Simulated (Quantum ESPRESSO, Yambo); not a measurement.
Quasiparticle gap of NaRhS₂O₈

```cif
data_NaO8RhS2
_chemical_formula_sum 'O8 Na1 S2 Rh1'
_space_group_name_H-M_alt 'P 1'
_space_group_IT_number 1
_cell_length_a 4.76859
_cell_length_b 4.76859
_cell_length_c 7.21793
_cell_angle_alpha 92.370
_cell_angle_beta 92.370
_cell_angle_gamma 66.570
loop_
_space_group_symop_operation_xyz
  'x, y, z'
loop_
_atom_site_label
_atom_site_type_symbol
_atom_site_fract_x
_atom_site_fract_y
_atom_site_fract_z
_atom_site_occupancy
O1 O 0.28349 0.28349 0.38927 1
O2 O 0.71651 0.71651 0.61073 1
O3 O 0.24487 0.71357 0.21098 1
O4 O 0.75513 0.28643 0.78902 1
O5 O 0.28643 0.75513 0.78902 1
O6 O 0.71357 0.24487 0.21098 1
O7 O 0.25626 0.25626 0.04219 1
O8 O 0.74374 0.74374 0.95781 1
Na1 Na 0.00000 0.00000 0.50000 1
S1 S 0.36627 0.36627 0.21535 1
S2 S 0.63373 0.63373 0.78465 1
Rh1 Rh 0.00000 0.00000 0.00000 1
```

The geometry is that of Materials Project entry mp-1210084, symmetrised and not relaxed again.

Starting point: LDA (Quantum ESPRESSO, PseudoDojo norm-conserving, 88 Ry, without SOC). G0W0 in Yambo: 2×2×2 Γ-centred k mesh, bands 6 to 233 and a 7 Ry block in the screening, 233 bands in G with the Bruneval-Gonze terminator, plasmon pole fitted at 27.2 eV.

- LDA gap along the band path: 1.08 eV
- LDA gap between the mesh's edge points ((0, -0.5, -0.5) → (0, -0.5, 0)): 1.08 eV
- G0W0 gap between the same points: 3.35 eV
- LDA smallest direct gap on the mesh (at (0, -0.5, -0.5)): 1.09 eV
- G0W0 direct gap at that point: 3.35 eV

```
k point          band  E LDA (eV)  E QP (eV)  shift (eV)     Z
---------------  ----  ----------  ---------  ----------  ----
(0, -0.5, 0)       VB       -0.03      -0.77       -0.74  0.79
(0, -0.5, 0)       CB        1.08       2.61        1.52  0.80
(0, -0.5, -0.5)    VB        0.00      -0.74       -0.74  0.79
(0, -0.5, -0.5)    CB        1.09       2.61        1.52  0.80
```

Energies count from the LDA valence-band maximum.

Nearest settings tried, and what they do to the gap: 185 bands in W, 185 bands in G: -1 meV; 6 Ry block (269 vectors against 315): +9 meV; 4×4×2 mesh: -158 meV. So the settings aren't converged at that level. The k mesh is coarse.

Spin-orbit splittings are left out.

The structure is a Materials Project entry; no match was found in the copy of COD used, and its stability was not checked.
